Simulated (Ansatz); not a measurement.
SiO$_{2}$:
```yaml
crystal:
  lattice:
    - [-2.62367, 4.75377, 4.45166]
    - [2.62367, -4.75377, 4.45166]
    - [2.62367, 4.75377, -4.45166]
  atoms:
    - { symbol: Si, position: [0.92771, 0.84421, 0.08350] }
    - { symbol: Si, position: [0.07229, 0.15579, 0.91650] }
    - { symbol: Si, position: [0.26072, 0.84421, 0.41650] }
    - { symbol: Si, position: [0.73928, 0.15579, 0.58350] }
    - { symbol: O, position: [0.12807, 0.87807, 0.25000] }
    - { symbol: O, position: [0.87193, 0.12193, 0.75000] }
    - { symbol: O, position: [0.79062, 0.50000, 0.79062] }
    - { symbol: O, position: [0.20938, 0.50000, 0.20938] }
    - { symbol: O, position: [0.20938, 0.00000, 0.70938] }
    - { symbol: O, position: [0.79062, 0.00000, 0.29062] }
    - { symbol: O, position: [0.00000, 0.00000, 0.00000] }
    - { symbol: O, position: [0.50000, 0.00000, 0.50000] }
```

Tensor components refer to the Cartesian frame of this cell.

Problem. Give the high-frequency dielectric tensor and the Born effective charge tensors of the independent atoms from DFPT, the program Ansatz at the r²SCAN level (PAW).

Solution. 
ε∞:
```
1.92  0.00  0.00
0.00  1.87  0.00
0.00  0.00  1.89
```
Z* of atom 1 (Si), rows: field, columns: displacement, in e:
```
 3.43   0.00   0.00
 0.00   3.22  -0.56
 0.00  -0.38   3.34
```
Z* of atom 5 (O), rows: field, columns: displacement, in e:
```
-1.09   0.00   0.00
 0.00  -2.77   0.00
 0.00   0.00  -1.01
```
Z* of atom 7 (O), rows: field, columns: displacement, in e:
```
-2.38   0.00  -0.88
 0.00  -1.06   0.00
-0.84   0.00  -1.51
```
Z* of atom 11 (O), rows: field, columns: displacement, in e:
```
-1.00   0.00   0.00
 0.00  -1.56   1.22
 0.00   1.07  -2.65
```

Static charges for comparison (Bader): Si1 +3.38, O5 -1.69, O7 -1.69, O11 -1.69 e. Born charges measure polarisation by displacement and can exceed these by far.

Space group Imma. The first step of the workflow began from a Materials Project structure, measured or hypothetical; the Crystallography Open Database copy checked does not list it. It is not the phase usual at ambient conditions (space group No. 92, 152, 154). The r²SCAN relaxation kept the symmetry of its start. At this level the phase is dynamically unstable (imaginary phonons).

Potentials: the earlier of the program's two PAW sets.
